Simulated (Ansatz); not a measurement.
## Elastic constants of Sc (P6_3/mmc) under pressure

```yaml
crystal:
  lattice:
    - [3.27535, 0.00000, 0.00000]
    - [-1.63768, 2.83654, 0.00000]
    - [0.00000, 0.00000, 5.10581]
  atoms:
    - { symbol: Sc, position: [0.33333, 0.66667, 0.25000] }
    - { symbol: Sc, position: [0.66667, 0.33333, 0.75000] }
```

This is the zero-pressure cell. At each pressure cell and atoms are relaxed in this structure, and the constants are slopes of the stress at strains of ±0.005 with relaxed ions (the coefficients that govern stability under load). Level: PBEsol, PAW on Ansatz 0.2.0's default frozen-core files (fitted under PBE), scalar-relativistic; k mesh 16×16×10, strains of ±0.005, Fermi-Dirac smearing of 0.100 eV, cutoff 420 eV. P is the pressure of the relaxed cell, less that of this one.

```tsv
P (GPa)	V/V₀	C11 (GPa)	C12 (GPa)	C13 (GPa)	C33 (GPa)	C44 (GPa)
0.00	1.0000	104.2	39.0	30.0	103.7	32.1
1.00	?	?	?	?	?	?
2.00	0.9671	113.4	44.4	35.0	112.7	33.7
4.00	0.9383	122.0	49.6	40.0	120.9	35.0
7.01	0.9008	133.7	57.1	47.6	132.3	36.6
10.00	0.8686	143.9	64.2	55.2	142.9	37.9
14.99	0.8232	157.6	75.1	67.8	158.9	39.0
```

Task: Does the bulk modulus from the constants agree with the pressure-volume curve?

Result: A third-order Birch-Murnaghan fit to the volumes shown (F against f, f = [(V₀/V)^(2/3) − 1]/2) gives B₀ = 56.7 GPa and B′ = 3.2. Its −V dP/dV stands beside the Reuss value 1/ΣS_ij (i, j ≤ 3):

```
P (GPa)  from P(V)  from the constants
   0.00       56.7                56.6
   2.00       63.1                63.1
   4.00       69.2                69.3
   7.01       78.1                78.2
  10.00       86.6                86.6
  14.99      100.2                99.5
```

Task: What are the pressure derivatives at zero pressure?

Result: Slopes at V₀ of quadratic fits in −ln(V/V₀) through the first four rows shown, divided by B₀: dC11/dP = 4.9, dC12/dP = 2.8, dC13/dP = 2.5, dC33/dP = 4.6, dC44/dP = 0.8. The mean slopes up to 4.0 GPa are 4.5, 2.7, 2.5, 4.3, 0.7; curvature and scatter of the constants part the two.

Task: Fill the row at 1.00 GPa.

Result: Cubic fits in −ln(V/V₀) through all rows shown give C11 = 108.8, C12 = 41.7, C13 = 32.5, C33 = 108.3, C44 = 32.9 GPa. Computed: V/V₀ = 0.9830, C11 (GPa) = 108.9, C12 (GPa) = 41.7, C13 (GPa) = 32.5, C33 (GPa) = 108.2, C44 (GPa) = 32.9.

Task: Does a shear stiffness soften?

Result: C44 goes from 32.1 to 39.0 GPa; (C11 − C12)/2 goes from 32.6 to 41.3 GPa. Neither ends more than 3 % under its start, and the lattice stays mechanically stable over this range.

Keep in mind: no other phase was computed; many crystals of this kind change structure within this range, and rows or crossings beyond such a change describe a metastable lattice; frozen-core PAW files fitted under PBE, their cores solved anew for the functional of the run; responses of metals move with mesh and smearing; elastic stability says nothing of phonons or of other phases; phonons weren't checked at these pressures.
